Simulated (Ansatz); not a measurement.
## SrCl2: eigenvalues along the path

```yaml
crystal:
  lattice:
    - [0.00000, 3.49975, 3.49975]
    - [3.49975, 0.00000, 3.49975]
    - [3.49975, 3.49975, 0.00000]
  atoms:
    - { symbol: Sr, position: [0.00000, 0.00000, 0.00000] }
    - { symbol: Cl, position: [0.75000, 0.75000, 0.75000] }
    - { symbol: Cl, position: [0.25000, 0.25000, 0.25000] }
```

Atom numbers follow the list: Sr1, Cl2, Cl3.

The cell is the one relaxed in the Materials Project (mp-23209), not relaxed further here; entries there can be hypothetical.

Computed with DFT, PBE, all-electron LAPW, scalar-relativistic (Ansatz 0.2.0).

Sampling and basis: a Γ-centred 6×6×6 k mesh, Fermi–Dirac smearing of 0.02 eV, basis error target 0.5 meV/atom, no spin polarisation.

Path points, in fractions of the reciprocal vectors: Γ (0.000, 0.000, 0.000), X (0.500, 0.000, 0.500), U (0.625, 0.250, 0.625), K (0.375, 0.375, 0.750), L (0.500, 0.500, 0.500), W (0.500, 0.250, 0.750). Levels in eV from the valence-band top; bands 18 to 32, counted from the lowest band of the run. The gap is 5.31 eV, indirect from X (0.5, 0, 0.5) to Γ.

```
# k(1/Å) point b18 b19 b20 b21 b22 b23 b24 b25 b26 b27 b28 b29 b30 b31 b32
0.000 Γ -14.85 -14.85 -14.85 -13.27 -12.44 -2.08 -2.08 -2.08 -0.33 -0.33 -0.33 5.31 6.11 6.11 8.96
0.112 - -14.86 -14.85 -14.85 -13.24 -12.45 -2.08 -2.08 -2.02 -0.46 -0.33 -0.33 5.42 6.14 6.16 8.71
0.224 - -14.91 -14.85 -14.85 -13.15 -12.49 -2.06 -2.06 -1.83 -0.79 -0.32 -0.32 5.72 6.25 6.27 8.43
0.337 - -14.97 -14.86 -14.86 -13.03 -12.54 -2.03 -2.03 -1.54 -1.24 -0.32 -0.32 6.03 6.42 6.43 8.21
0.449 - -15.04 -14.86 -14.86 -12.89 -12.59 -1.99 -1.99 -1.69 -1.17 -0.32 -0.32 6.05 6.66 6.75 8.07
0.561 - -15.10 -14.87 -14.87 -12.75 -12.65 -2.11 -1.94 -1.94 -0.77 -0.34 -0.34 5.88 6.94 7.25 7.97
0.673 - -15.14 -14.87 -14.87 -12.69 -12.64 -2.43 -1.90 -1.90 -0.39 -0.36 -0.36 5.69 7.24 7.50 7.81
0.785 - -15.17 -14.88 -14.88 -12.72 -12.56 -2.64 -1.86 -1.86 -0.38 -0.38 -0.11 5.56 7.16 7.50 7.98
0.898 X -15.18 -14.88 -14.88 -12.73 -12.53 -2.71 -1.85 -1.85 -0.39 -0.39 0.00 5.51 7.02 7.61 7.99
0.937 - -15.18 -14.88 -14.88 -12.73 -12.53 -2.71 -1.85 -1.85 -0.39 -0.39 0.00 5.52 7.02 7.60 7.95
0.977 - -15.17 -14.88 -14.88 -12.73 -12.54 -2.70 -1.85 -1.84 -0.41 -0.40 -0.01 5.55 7.03 7.58 7.88
1.017 - -15.17 -14.89 -14.88 -12.73 -12.54 -2.68 -1.86 -1.83 -0.44 -0.41 -0.01 5.59 7.03 7.56 7.80
1.056 - -15.16 -14.90 -14.88 -12.72 -12.55 -2.66 -1.86 -1.81 -0.47 -0.42 -0.03 5.65 7.04 7.52 7.72
1.096 - -15.15 -14.92 -14.88 -12.71 -12.55 -2.63 -1.87 -1.79 -0.52 -0.44 -0.04 5.72 7.05 7.48 7.66
1.136 - -15.14 -14.93 -14.87 -12.70 -12.56 -2.59 -1.87 -1.76 -0.57 -0.46 -0.06 5.80 7.06 7.43 7.61
1.175 - -15.12 -14.95 -14.87 -12.70 -12.57 -2.55 -1.88 -1.73 -0.63 -0.49 -0.08 5.88 7.08 7.38 7.58
1.215 U -15.10 -14.96 -14.87 -12.69 -12.58 -2.51 -1.88 -1.69 -0.70 -0.52 -0.11 5.96 7.11 7.32 7.56
1.284 - -15.09 -14.98 -14.87 -12.69 -12.58 -2.48 -1.93 -1.62 -0.78 -0.50 -0.13 6.01 7.14 7.26 7.53
1.352 - -15.08 -14.99 -14.87 -12.68 -12.59 -2.43 -2.02 -1.50 -0.91 -0.44 -0.16 6.10 7.15 7.18 7.47
1.421 - -15.06 -15.00 -14.87 -12.67 -12.60 -2.37 -2.10 -1.36 -1.05 -0.38 -0.20 6.19 7.04 7.23 7.41
1.490 - -15.05 -15.01 -14.87 -12.66 -12.61 -2.34 -2.14 -1.24 -1.17 -0.35 -0.22 6.23 6.98 7.27 7.36
1.559 - -15.06 -15.00 -14.87 -12.67 -12.60 -2.37 -2.10 -1.36 -1.05 -0.38 -0.20 6.19 7.04 7.23 7.41
1.627 - -15.08 -14.99 -14.87 -12.68 -12.59 -2.43 -2.02 -1.50 -0.91 -0.44 -0.16 6.10 7.15 7.18 7.47
1.696 - -15.09 -14.98 -14.87 -12.69 -12.58 -2.48 -1.93 -1.62 -0.78 -0.50 -0.13 6.01 7.14 7.26 7.53
1.765 K -15.10 -14.96 -14.87 -12.69 -12.58 -2.51 -1.88 -1.69 -0.70 -0.52 -0.11 5.96 7.11 7.32 7.56
1.884 - -15.05 -15.01 -14.87 -12.69 -12.60 -2.36 -1.86 -1.55 -0.92 -0.66 -0.18 6.13 7.15 7.22 7.61
2.003 - -15.04 -14.99 -14.86 -12.72 -12.61 -2.21 -1.76 -1.38 -1.17 -0.87 -0.24 6.22 6.98 7.25 7.75
2.122 - -15.05 -14.93 -14.86 -12.79 -12.61 -2.11 -1.57 -1.42 -1.17 -1.13 -0.27 6.30 6.81 7.05 7.92
2.241 - -15.02 -14.89 -14.85 -12.89 -12.58 -2.07 -1.64 -1.41 -1.30 -0.95 -0.29 6.38 6.64 6.68 8.05
2.360 - -14.97 -14.87 -14.85 -13.02 -12.54 -2.05 -1.83 -1.68 -0.97 -0.72 -0.31 6.25 6.38 6.47 7.92
2.479 - -14.92 -14.85 -14.85 -13.14 -12.49 -2.06 -1.97 -1.89 -0.66 -0.52 -0.32 5.80 6.27 6.29 8.15
2.598 - -14.87 -14.85 -14.85 -13.23 -12.45 -2.08 -2.05 -2.03 -0.42 -0.38 -0.33 5.44 6.15 6.16 8.59
2.717 Γ -14.85 -14.85 -14.85 -13.27 -12.44 -2.08 -2.08 -2.08 -0.33 -0.33 -0.33 5.31 6.11 6.11 8.96
2.814 - -14.86 -14.85 -14.85 -13.25 -12.45 -2.07 -2.07 -2.06 -0.38 -0.35 -0.35 5.40 6.14 6.14 8.64
2.911 - -14.90 -14.85 -14.85 -13.18 -12.47 -2.03 -2.03 -1.98 -0.51 -0.42 -0.42 5.65 6.23 6.23 8.22
3.008 - -14.95 -14.85 -14.85 -13.09 -12.51 -1.96 -1.96 -1.86 -0.70 -0.51 -0.51 6.02 6.35 6.35 7.89
3.106 - -15.00 -14.85 -14.85 -13.00 -12.54 -1.87 -1.87 -1.73 -0.91 -0.63 -0.63 6.41 6.49 6.49 7.75
3.203 - -15.05 -14.86 -14.86 -12.93 -12.55 -1.77 -1.77 -1.60 -1.09 -0.76 -0.76 6.60 6.60 6.73 7.87
3.300 - -15.09 -14.86 -14.86 -12.89 -12.54 -1.66 -1.66 -1.50 -1.23 -0.88 -0.88 6.67 6.67 6.97 8.16
3.397 - -15.11 -14.86 -14.86 -12.88 -12.52 -1.57 -1.57 -1.47 -1.29 -0.99 -0.99 6.71 6.71 7.25 8.12
3.494 L -15.12 -14.86 -14.86 -12.88 -12.51 -1.53 -1.53 -1.47 -1.30 -1.03 -1.03 6.72 6.72 7.49 7.83
3.574 - -15.12 -14.87 -14.86 -12.87 -12.52 -1.63 -1.57 -1.51 -1.20 -1.02 -0.95 6.66 6.74 7.48 7.87
3.653 - -15.11 -14.89 -14.86 -12.84 -12.53 -1.77 -1.74 -1.48 -1.12 -0.92 -0.80 6.55 6.79 7.45 7.91
3.732 - -15.10 -14.92 -14.86 -12.80 -12.55 -1.92 -1.90 -1.43 -1.11 -0.73 -0.65 6.42 6.86 7.41 7.84
3.812 - -15.08 -14.95 -14.87 -12.75 -12.57 -2.09 -2.00 -1.37 -1.13 -0.54 -0.52 6.32 6.92 7.37 7.69
3.891 - -15.07 -14.99 -14.87 -12.70 -12.59 -2.23 -2.09 -1.30 -1.15 -0.42 -0.36 6.26 6.96 7.32 7.52
3.970 - -15.05 -15.01 -14.87 -12.66 -12.61 -2.34 -2.14 -1.24 -1.17 -0.35 -0.22 6.23 6.98 7.27 7.36
4.050 - -15.04 -15.03 -14.88 -12.64 -12.62 -2.40 -2.18 -1.20 -1.19 -0.32 -0.13 6.23 7.00 7.22 7.25
4.129 W -15.04 -15.04 -14.88 -12.63 -12.63 -2.43 -2.19 -1.19 -1.19 -0.30 -0.10 6.23 7.00 7.20 7.20
4.185 - -15.07 -15.01 -14.88 -12.65 -12.61 -2.45 -2.16 -1.33 -1.05 -0.31 -0.09 6.18 7.05 7.15 7.27
4.241 - -15.09 -14.98 -14.88 -12.67 -12.59 -2.50 -2.11 -1.45 -0.90 -0.32 -0.08 6.06 7.11 7.17 7.35
4.297 - -15.12 -14.95 -14.88 -12.68 -12.57 -2.56 -2.04 -1.57 -0.77 -0.34 -0.06 5.92 7.08 7.29 7.44
4.353 - -15.14 -14.93 -14.88 -12.70 -12.56 -2.61 -1.98 -1.67 -0.64 -0.35 -0.04 5.79 7.06 7.41 7.55
4.410 - -15.16 -14.91 -14.88 -12.72 -12.55 -2.65 -1.92 -1.74 -0.54 -0.37 -0.03 5.67 7.04 7.50 7.67
4.466 - -15.17 -14.89 -14.88 -12.73 -12.54 -2.68 -1.88 -1.80 -0.46 -0.38 -0.01 5.59 7.03 7.56 7.80
4.522 - -15.18 -14.88 -14.88 -12.73 -12.54 -2.70 -1.86 -1.84 -0.41 -0.39 0.00 5.53 7.03 7.59 7.92
4.578 X -15.18 -14.88 -14.88 -12.73 -12.53 -2.71 -1.85 -1.85 -0.39 -0.39 0.00 5.51 7.02 7.61 7.99
```
